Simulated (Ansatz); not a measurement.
HfC (rock salt): generalised stacking-fault energy along a line

Generalised stacking fault of HfC (rock salt) on the {100} plane. The cell below holds the perfect crystal with the plane normal along z; tilting its third vector by the shift puts one fault into each cell, between planes 2.33 Å apart, at fixed cell height.

```yaml
crystal:
  lattice:
    - [3.28914, 0.00000, 0.00000]
    - [0.00000, 3.28914, 0.00000]
    - [1.64457, 1.64457, 6.97731]
  atoms:
    - { symbol: C, position: [0.00000, 0.00000, 0.83333] }
    - { symbol: C, position: [0.33333, 0.33333, 0.16667] }
    - { symbol: C, position: [0.66667, 0.66667, 0.50000] }
    - { symbol: Hf, position: [0.50000, 0.50000, 0.83333] }
    - { symbol: Hf, position: [0.83333, 0.83333, 0.16667] }
    - { symbol: Hf, position: [0.16667, 0.16667, 0.50000] }
```

In-plane vectors a = (3.289, 0.000) Å, b = (0.000, 3.289) Å, area 10.82 Å². The shift is s times the vector a (length 3.289 Å), so s = 1 restores the start. The shift is rigid: no atom relaxes. γ = [E(shift) − E(0)] / area.

Calculation: PBE (plane waves to 420 eV, PAW, scalar-relativistic; Ansatz, an electronic-structure program). k mesh 12×12×12 (Γ-centred), Fermi-Dirac smearing 0.05 eV. Energies are extrapolated to zero smearing. Compression counts positive. With partly filled bands, the k mesh leaves noise in γ, roughly 0.02 J/m² as judged from a few cases. Faults lie only 7.0 Å apart, and holding the cell height and the atoms raises γ above its relaxed value. HfC is run without spin polarisation. HfC was relaxed with its symmetry unable to fall. Spin-orbit coupling is left out, though Hf is heavy. The zero of γ is zero shift.

```tsv
s	γ (J/m²)	σ normal to the fault (GPa)
0.000	0.00	0.0
0.083	0.29	1.0
0.167	1.06	3.6
0.250	2.03	6.4
0.333	2.92	7.5
0.417	3.51	6.8
0.500	3.71	5.8
0.583	3.51	6.8
0.667	2.92	7.5
0.750	2.03	6.4
0.833	1.06	3.6
0.917	0.29	1.0
```

Key numbers:

Highest computed γ on the line: 3.71 J/m²
Position of the highest point: s = 0.500
Local minima between the ends: no computed point is one
Steepest slope dγ/d(shift) before the first maximum (spline): 36 GPa

(The slope of γ gives the shear force per area between the displaced halves; near zero shift its curvature is an elastic stiffness.)
